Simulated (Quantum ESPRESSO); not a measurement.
## RhPd6Sc (input and log of a self-consistent run)

A calculation, not a measurement. The program is pw.x of Quantum ESPRESSO 7.5 (plane-wave density functional theory). The cell is made up: eight metal atoms on a face-centred cubic lattice, with elements, volume, strain and displacements drawn at random and not relaxed, so it may be unstable or far from any real phase. PseudoDojo standard norm-conserving files set the functional (PBE unless stated); there is no spin polarisation or spin-orbit coupling, the Fermi-Dirac width of 0.25 eV means electrons at about 2900 K, and the masses in the input are unused placeholders. A spin test at this wide smearing found no moment, but such smearing suppresses magnetism that the real alloy may have.

Input:

```
&control calculation='scf', pseudo_dir='./dojo.nc.sr.pbe.v0_5.standard.upf', outdir='./o', disk_io='medium', tprnfor=.true., tstress=.true. /
&system ibrav=0, nat=8, ntyp=3, nbnd=86, ecutwfc=87.97787729, nosym=.true., tot_charge=0,
 occupations='smearing', smearing='fd', degauss=0.0183746611
/
&electrons conv_thr=1.470e-08, electron_maxstep=70, mixing_beta=0.5 /
ATOMIC_SPECIES
Pd 1.0 Pd.upf
Rh 1.0 Rh.upf
Sc 1.0 Sc.upf
CELL_PARAMETERS angstrom
0.0 0.0 -4.0733
4.0733 0.0 0.0
0.0 -8.1467 0.0
ATOMIC_POSITIONS angstrom
Rh 0.0822 0.0989 0.0048
Pd 0.0286 -4.1294 0.0159
Pd 1.9571 -1.9512 -0.0309
Pd 2.147 -6.1509 0.0473
Pd -0.1317 -2.1215 -2.0196
Pd 0.0477 -5.918 -2.0611
Pd 2.0108 -0.0861 -2.1178
Sc 2.0386 -4.0897 -2.0624
K_POINTS automatic
6 6 3 1 1 1
```

The log is shortened where brackets say so; the opening notice, blank lines, dates and the lines on written files are dropped, and the path of the files is cut. It prints rydbergs, bohrs and kilobars, and counts compression as positive stress. Its total energy is the free energy E - TS of the whole cell.

```
     Program PWSCF v.7.5
     Parallel version (MPI & OpenMP), running on       1 processor cores
     Number of MPI processes:                 1
     Threads/MPI process:                     1
     [start-up lines left out]
     bravais-lattice index     =            0
     lattice parameter (alat)  =       7.6974  a.u.
     unit-cell volume          =     912.1602 (a.u.)^3
     number of atoms/cell      =            8
     number of atomic types    =            3
     number of electrons       =       136.00
     number of Kohn-Sham states=           86
     kinetic-energy cutoff     =      87.9779  Ry
     charge density cutoff     =     351.9115  Ry
     scf convergence threshold =      1.5E-08
     mixing beta               =       0.5000
     number of iterations used =            8  plain     mixing
     Exchange-correlation= PBE
                           (   1   4   3   4   0   0   0)
     [axes and pseudopotential details left out]
   Cartesian axes
     site n.     atom                  positions (alat units)
         1        Rh     tau(   1) = (   0.0201802   0.0242801   0.0011784  )
         2        Pd     tau(   2) = (   0.0070213  -1.0137726   0.0039035  )
         3        Pd     tau(   3) = (   0.4804704  -0.4790219  -0.0075860  )
         4        Pd     tau(   4) = (   0.5270911  -1.5100533   0.0116122  )
         5        Pd     tau(   5) = (  -0.0323325  -0.5208308  -0.4958142  )
         6        Pd     tau(   6) = (   0.0117104  -1.4528760  -0.5060025  )
         7        Pd     tau(   7) = (   0.4936538  -0.0211377  -0.5199224  )
         8        Sc     tau(   8) = (   0.5004787  -1.0040262  -0.5063217  )
     number of k points=    54  Fermi-Dirac smearing, width (Ry)=  0.0184
                       cart. coord. in units 2pi/alat
        k(    1) = (   0.0833333  -0.0833323  -0.0833333), wk =   0.0370370
        k(    2) = (   0.0833333   0.2499969  -0.0833333), wk =   0.0370370
     [further k points left out]
     Dense  grid:   101531 G-vectors     FFT dimensions: (  45,  45,  96)
     Estimated max dynamical RAM per process >     179.15 MB
     Initial potential from superposition of free atoms
     starting charge     135.9957, renormalised to     136.0000
     Starting wfcs are   74 randomized atomic wfcs +   12 random wfcs
     total cpu time spent up to now is       18.1 secs
     per-process dynamical memory:    93.4 Mb
     Self-consistent Calculation
     iteration #  1     ecut=    87.98 Ry     beta= 0.50
     Davidson diagonalization with overlap
     ethr =  1.00E-02,  avg # of iterations =  3.7
     total cpu time spent up to now is       82.3 secs
     total energy              =   -1951.83991914 Ry
     estimated scf accuracy    <       9.83495556 Ry
     iteration #  2     ecut=    87.98 Ry     beta= 0.50
     Davidson diagonalization with overlap
     ethr =  7.23E-03,  avg # of iterations =  3.0
     total cpu time spent up to now is      169.8 secs
     total energy              =   -1955.25785797 Ry
     estimated scf accuracy    <      25.73103621 Ry
     iteration #  3     ecut=    87.98 Ry     beta= 0.50
     Davidson diagonalization with overlap
     ethr =  7.23E-03,  avg # of iterations =  2.0
     total cpu time spent up to now is      251.4 secs
     total energy              =   -1957.12996413 Ry
     estimated scf accuracy    <      10.54325225 Ry
     iteration #  4     ecut=    87.98 Ry     beta= 0.50
     Davidson diagonalization with overlap
     ethr =  7.23E-03,  avg # of iterations =  2.7
     total cpu time spent up to now is      337.9 secs
     total energy              =   -1957.47630695 Ry
     estimated scf accuracy    <       2.10580489 Ry
     iteration #  5     ecut=    87.98 Ry     beta= 0.50
     Davidson diagonalization with overlap
     ethr =  1.55E-03,  avg # of iterations =  5.6
     total cpu time spent up to now is      439.5 secs
     total energy              =   -1957.54095602 Ry
     estimated scf accuracy    <       1.22037155 Ry
     [iterations 6 to 14 left out]
     iteration # 15     ecut=    87.98 Ry     beta= 0.50
     Davidson diagonalization with overlap
     ethr =  2.07E-08,  avg # of iterations =  1.1
     total cpu time spent up to now is     1258.8 secs
     total energy              =   -1957.48570705 Ry
     estimated scf accuracy    <       0.00000195 Ry
     iteration # 16     ecut=    87.98 Ry     beta= 0.50
     Davidson diagonalization with overlap
     ethr =  1.44E-09,  avg # of iterations =  1.7
     total cpu time spent up to now is     1328.3 secs
     total energy              =   -1957.48570706 Ry
     estimated scf accuracy    <       0.00000127 Ry
     iteration # 17     ecut=    87.98 Ry     beta= 0.50
     Davidson diagonalization with overlap
     ethr =  9.34E-10,  avg # of iterations =  1.4
     total cpu time spent up to now is     1386.2 secs
     total energy              =   -1957.48570723 Ry
     estimated scf accuracy    <       0.00000035 Ry
     iteration # 18     ecut=    87.98 Ry     beta= 0.50
     Davidson diagonalization with overlap
     ethr =  2.59E-10,  avg # of iterations =  1.0
     total cpu time spent up to now is     1451.2 secs
     total energy              =   -1957.48570723 Ry
     estimated scf accuracy    <       0.00000050 Ry
     iteration # 19     ecut=    87.98 Ry     beta= 0.50
     Davidson diagonalization with overlap
     ethr =  2.59E-10,  avg # of iterations =  1.0
     total cpu time spent up to now is     1523.0 secs
     End of self-consistent calculation
     [lines on levels left out]
!    total energy              =   -1957.48570725 Ry
     estimated scf accuracy    <       0.00000001 Ry
     smearing contrib. (-TS)   =      -0.12913952 Ry
     internal energy E=F+TS    =   -1957.35656773 Ry
     The total energy is F=E-TS. E is the sum of the following terms:
     one-electron contribution =    -681.15516108 Ry
     hartree contribution      =     416.98752996 Ry
     xc contribution           =    -307.73245984 Ry
     ewald contribution        =   -1385.45647678 Ry
     convergence has been achieved in  19 iterations
     Forces acting on atoms (cartesian axes, Ry/au):
     atom    1 type  2   force =    -0.01233009   -0.01234873   -0.00645752
     atom    2 type  1   force =    -0.00053981    0.02891680   -0.00945812
     atom    3 type  1   force =     0.00376111   -0.00854247    0.00046707
     atom    4 type  1   force =    -0.01355627   -0.00642096   -0.01529880
     atom    5 type  1   force =     0.01760003    0.02082838   -0.00511405
     atom    6 type  1   force =     0.00254247   -0.05560782    0.01443670
     atom    7 type  1   force =     0.00271311    0.02357220    0.01660444
     atom    8 type  3   force =    -0.00019054    0.00960260    0.00482028
     Total force =     0.082762     Total SCF correction =     0.000895
     Computing stress (Cartesian axis) and pressure
          total   stress  (Ry/bohr**3)                   (kbar)     P=      -85.50
  -0.00062558   0.00001090   0.00001552          -92.03        1.60        2.28
   0.00001090  -0.00054571  -0.00000648            1.60      -80.28       -0.95
   0.00001552  -0.00000648  -0.00057236            2.28       -0.95      -84.20
     init_run     :     14.42s CPU     18.02s WALL (       1 calls)
     electrons    :   1401.32s CPU   1504.94s WALL (       1 calls)
     forces       :     15.70s CPU     15.87s WALL (       1 calls)
     stress       :     47.08s CPU     47.28s WALL (       1 calls)
     [timing details left out]
     PWSCF        :  24m38.96s CPU  26m27.30s WALL
     JOB DONE.
```

In other units: free energy -26632.950 eV for the cell, pressure -8.55 GPa, largest force component 1.430 eV/Å in size. The run took 1588 s of wall time with one process on a shared machine (AMD EPYC, Zen 5, virtual cores), so the time is rough. A rerun of this cell at a higher cutoff and on a denser mesh moved values by no more than 0.008 eV in energy, 0.03 GPa in stress and 0.004 eV/Å in force, and a second program with other atomic files agreed on that cell to 2 % rms in force and 0.5 GPa in pressure.